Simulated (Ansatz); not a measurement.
Sr₃Sn₂O₇: computed property card

Sr3Sn2O7:
Space group I4/mmm (No. 139); a = b = 4.062 Å, c = 20.671 Å, α = β = γ = 90.00°

```csv
atom,site,symmetry,x,y,z
Sr,2b,4/mmm,0.0000,0.0000,0.5000
Sr,4e,4mm,0.0000,0.0000,0.3143
Sn,4e,4mm,0.0000,0.0000,0.0989
O,2a,4/mmm,0.0000,0.0000,0.0000
O,8g,2mm.,0.0000,0.5000,0.0969
O,4e,4mm,0.0000,0.0000,0.1979
```
(The calculation used a cell of 12 atoms; values per cell refer to that cell.)

Space group I4/mmm (No. 139); conventional cell a = 4.0621 Å, b = 4.0621 Å, c = 20.6708 Å, α = 90.00°, β = 90.00°, γ = 90.00°.

Method: r²SCAN (plane waves, PAW; program Ansatz). Geometry: relaxed at this level of theory. Other levels are named where they apply.

**Cell and energy**

| Item | Result |
|---|---|
| Volume per atom | 14.21 Å³ |
| Density | 5.96 g/cm³ |
| Formation energy from the elements (no fitted shifts) | -2.54 eV/atom |

**Electronic structure**

| Property | Result |
|---|---|
| Band gap | 2.98 eV (indirect) |
| Valence-band maximum | at X |
| Conduction-band minimum | at Γ |
| Smallest direct gap on the standard path | 3.47 eV |
| Electron effective mass | 0.31, 0.31, 0.44 mₑ (principal values) |
| Hole effective mass | 0.76, 1.3, 5.4 mₑ (principal values) |

**Mechanics**

| Quantity | Result |
|---|---|
| Bulk modulus (Birch–Murnaghan fit) | 139 GPa |
| Pressure derivative B′ | 4.7 |

**Charges**

| Item | Value |
|---|---|
| Bader charges | Sr +1.61 to +1.64, Sn +2.59, O -1.45 to -1.42 e |

The cell is a constructed one: a structure type filled with these elements; neither database checked (COD, Materials Project) lists it. COD files the formula under space group No. 63. Whether it is the stable phase at ambient conditions was not checked. Symmetry was held in the r²SCAN relaxation; its stability against distortions is not shown here. The references are the lowest solids computed at this level, not always the standard phases (solids in place of the gases). Scalar-relativistic: spin–orbit coupling is off unless named, which matters more the heavier the elements.

Potentials: the earlier of the program's two PAW sets. The files were generated under PBE; for other functionals the program regenerates the frozen cores, and for LDA and PBEsol the local potential too.
